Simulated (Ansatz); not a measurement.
**How far is PAW off for LaHg$_{2}$?**

```yaml
crystal:
  lattice:
    - [4.95800, 0.00000, 0.00000]
    - [-2.47900, 4.29375, 0.00000]
    - [0.00000, 0.00000, 3.64000]
  atoms:
    - { symbol: La, position: [0.00000, 0.00000, 0.00000] }
    - { symbol: Hg, position: [0.33333, 0.66667, 0.50000] }
    - { symbol: Hg, position: [0.66667, 0.33333, 0.50000] }
```

Atoms are numbered in the order listed.

The geometry is COD entry 1523851, unchecked; take it as a test cell.

No spin–orbit coupling, which matters for the heavy atoms here.

All numbers are computed: DFT, LDA, PAW with Ansatz's default frozen-core files, scalar-relativistic (Ansatz 0.2.0); DFT, LDA, all-electron PAW with datasets made for the crystal, scalar-relativistic (Ansatz 0.2.0); DFT, LDA, all-electron LAPW, scalar-relativistic (Ansatz 0.2.0).

For PAW: a Γ-centred 8×8×9 k mesh, Fermi–Dirac smearing of 0.08 eV, cutoff 420 eV, no spin polarisation; the PAW files were made with PBE, and the program remakes their frozen cores for this functional. The crystal-made all-electron datasets (AE datasets) take a cutoff of 260 eV at this cell. LAPW targets a basis error of 1 meV/atom. The Ansatz runs share mesh, smearing and spin set-up. Plane-wave (PAW) pressures include the program's estimate of the Pulay term.

Stress and pressure are positive in compression.

Spin–orbit coupling is left out, which moves gradients at and beside heavy atoms by some per cent and at worst by a factor of two.

In a metal, gradients converge slowly with the k mesh: the values move by tens of per cent from one mesh to another, at times in sign, so only the comparison on one mesh counts.

Levels count from the Fermi level.

| quantity | PAW | AE datasets | LAPW |
| --- | --- | --- | --- |
| pressure (GPa) | -3.01 | -2.99 | -3.00 |
| stress xx (GPa) | -2.72 | -2.70 | -2.70 |
| stress zz (GPa) | -3.60 | -3.58 | -3.58 |
| highest filled level at L (eV) | -0.230 | -0.230 | -0.230 |
| lowest empty level at L (eV) | 1.401 | 1.416 | 1.415 |
| highest filled level at M (eV) | -0.100 | -0.099 | -0.099 |
| lowest empty level at M (eV) | 1.393 | 1.408 | 1.408 |
| highest filled level at K (eV) | -2.566 | -2.567 | -2.567 |
| lowest empty level at K (eV) | 0.512 | 0.512 | 0.512 |
| largest principal field gradient Vzz at La1 (10²¹ V/m²) | 7.01 | 7.05 | – |
| largest principal field gradient Vzz at Hg2 (10²¹ V/m²) | 27.88 | 27.78 | – |
